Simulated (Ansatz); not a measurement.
Level of theory: Ansatz 0.2.0, DFT PBE, scalar-relativistic, plane waves, PAW. Settings: cutoff 420 eV, Γ-centred meshes spaced at most about 0.3 Å⁻¹, and about 0.25 Å⁻¹ or finer for metals (2π included), Gaussian smearing. No spin polarisation in the final relaxations.

All energies are static (0 K, no zero-point motion). All come from trial cells, and lower structures may exist.

**Question.** Order these relaxed structures of BW5 by energy, lowest first, with the energy over the lowest of them.
1.

Space group P6/mmm (No. 191). a = 4.998 Å, b = 4.998 Å, c = 4.884 Å, α = 90.00°, β = 90.00°, γ = 120.00°
```csv
atom,site,symmetry,x,y,z
B,1a,6/mmm,0.0000,0.0000,0.0000
W,2c,-6m2,0.3333,0.6667,0.0000
W,3g,mmm,0.5000,0.0000,0.5000
```

2.

Space group F-43m (No. 216). a = 7.321 Å, b = 7.321 Å, c = 7.321 Å, α = 90.00°, β = 90.00°, γ = 90.00°
| atom | site | symmetry | x | y | z |
| --- | --- | --- | --- | --- | --- |
| B | 4a | -43m | 0.0000 | 0.0000 | 0.0000 |
| W | 4d | -43m | 0.2500 | 0.2500 | 0.7500 |
| W | 16e | .3m | 0.8745 | 0.3745 | 0.8745 |

3.

Space group P6/mmm (No. 191). a = 4.528 Å, b = 4.528 Å, c = 5.190 Å, α = 90.00°, β = 90.00°, γ = 120.00°
```csv
atom,site,symmetry,x,y,z
B,1b,6/mmm,0.0000,0.0000,0.5000
W,4h,3m.,0.6667,0.3333,0.7520
W,1a,6/mmm,0.0000,0.0000,0.0000
```

**Answer.** 3 (0 meV/atom), 2 (199 meV/atom), 1 (494 meV/atom). Forms: 3 P6/mmm; 2 F-43m; 1 P6/mmm. Counting W atoms around B (those within 1.25 times the shortest such distance or 1.15 times the sum of covalent radii; a plus sign parts nearer from farther groups; the shortest distance is added where it is long for a bond): cell 3 has B 2+12; cell 2 has B 16 from 3.0 Å; cell 1 has B 6+12. Even the lowest lies +0.93 eV/atom against the elements.

These runs have no spin–orbit coupling, which can matter for W. A magnetic state wasn't ruled out in cells without spin, among them P6/mmm at 15.4 Å³/atom, F-43m, P6/mmm at 17.6 Å³/atom. Cells relaxed within their symmetry can be saddle points. Some candidate types were left out of the draw beforehand, so a known form may be missing.
